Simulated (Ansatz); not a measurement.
Ti:
```
CELL_PARAMETERS angstrom
      4.51424     0.00000     0.00000
     -2.25712     3.90945     0.00000
      0.00000     0.00000     2.79897
ATOMIC_POSITIONS crystal
  Ti 0.00000 0.00000 0.00000
  Ti 0.33333 0.66667 0.50000
  Ti 0.66667 0.33333 0.50000
```

Relaxed with PBEsol.

Task: Which orbitals make up the states near the Fermi level in the program Ansatz at the PBEsol level (PAW)?

Result: Within 0.5 eV of the Fermi level: Ti 3d 90 %. Projections are on Löwdin-orthogonalised atomic valence shells; empty p or d shells of many metals are not among them.

Task: Tabulate the density of states.

Result: States/eV per cell of 3 atoms, in 0.25 eV bins, energy from the Fermi level.

```
E (eV)  total  Ti 3d  Ti 4s  Ti 3p
------  -----  -----  -----  -----
-6.35    0.00   0.00   0.00   0.00
-6.10    0.05   0.00   0.04   0.00
-5.85    0.14   0.00   0.12   0.00
-5.60    0.20   0.00   0.17   0.00
-5.35    0.25   0.00   0.22   0.00
-5.10    0.30   0.01   0.26   0.01
-4.85    0.35   0.01   0.30   0.01
-4.60    0.40   0.02   0.35   0.01
-4.35    0.46   0.03   0.39   0.01
-4.10    0.53   0.05   0.45   0.02
-3.85    0.65   0.09   0.52   0.02
-3.60    0.71   0.14   0.54   0.02
-3.35    0.81   0.19   0.58   0.02
-3.10    1.10   0.36   0.70   0.02
-2.85    1.64   0.78   0.81   0.03
-2.60    3.04   2.04   0.92   0.03
-2.35    2.23   1.51   0.66   0.02
-2.10    3.96   3.14   0.72   0.03
-1.85    3.34   2.82   0.42   0.03
-1.60    4.58   4.04   0.37   0.04
-1.35    3.64   3.34   0.16   0.02
-1.10    4.23   3.89   0.13   0.03
-0.85    4.78   4.31   0.15   0.04
-0.60    5.60   4.99   0.19   0.04
-0.35    3.01   2.70   0.14   0.02
-0.10    2.16   1.84   0.16   0.01
0.15     3.96   3.62   0.19   0.02
0.40     4.92   4.50   0.22   0.02
0.65     5.11   4.59   0.26   0.02
0.90     4.70   4.29   0.15   0.02
1.15     9.47   8.81   0.22   0.03
1.40     4.14   3.87   0.12   0.01
1.65     4.11   3.89   0.11   0.01
```

Space group P6/mmm. This is a known high-pressure phase of the composition, computed here at zero pressure and temperature. Symmetry was held in the PBEsol relaxation; its stability against distortions is not shown here. No spin polarisation was allowed.

Potentials: the earlier of the program's two PAW sets.
